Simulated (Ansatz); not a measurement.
A scan (energy against volume; even scaling of the relaxed cell, symmetry kept) gave these values. All values below come from PBE (plane waves to 420 eV, PAW, scalar-relativistic; Ansatz, an electronic-structure program).

The bulk modulus B₀ (third-order Birch-Murnaghan fit) is 48.3 GPa, the pressure derivative B₀′ (fit) is 4.8 and the equilibrium volume of the fit is 29.60 Å³/atom.

Task: Of these crystals, all scanned alike, which one is it?
A) InAs (zinc blende)
B) BeSe (zinc blende)
C) AlRu (CsCl type)
D) Rh (fcc, Cu type)

Result: A, InAs (zinc blende). The others have, for the bulk modulus: AlRu 203 GPa, Rh 256 GPa, BeSe 75.1 GPa

AlRu is run without spin polarisation. All were relaxed with their symmetry unable to fall. At this level the bands of InAs touch or barely overlap; measurements give the solid a gap. Rh is run without spin polarisation.

(Under strain, the slope of the energy per volume gives the stress and its curvature an elastic modulus.)
